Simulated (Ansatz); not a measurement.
## Vibrational response of Hf2NbO2

Level of theory: DFT PBE, scalar-relativistic, plane waves, PAW in Ansatz 0.2.0. Cutoff 420 eV, 14×14×14 k-points (Γ-centred), Gaussian smearing of 0.10 eV. No spin polarisation. Phonons by linear response, acoustic sum rule imposed.

The cell, relaxed at this level:
```yaml
crystal:
  lattice:
    - [-1.60368, 1.60368, 6.60074]
    - [1.60368, -1.60368, 6.60074]
    - [1.60368, 1.60368, -6.60074]
  atoms:
    - { symbol: Hf, position: [0.14316, 0.14316, 0.00000] }
    - { symbol: Hf, position: [0.85684, 0.85684, 0.00000] }
    - { symbol: Nb, position: [0.50000, 0.50000, 0.00000] }
    - { symbol: O, position: [0.68066, 0.68066, 0.00000] }
    - { symbol: O, position: [0.31934, 0.31934, 0.00000] }
```

The cell was found from a structure generator's guess, not taken from experiment. In a metal, frequencies depend on the k mesh and the smearing, soft modes most. Spin–orbit coupling is left out, which matters for heavy elements.

Question: Is this structure stable against zone-centre distortions?

Answer: Yes, at Γ: no optical mode is imaginary. Strains and other wave vectors aren't tested by this run.

Question: List the optical modes at Γ (i marks imaginary ones).

Answer:
```
frequency (cm⁻¹)  degeneracy
              96           2
             148           1
             192           2
             228           1
             300           2
             358           2
             387           1
             422           1
```
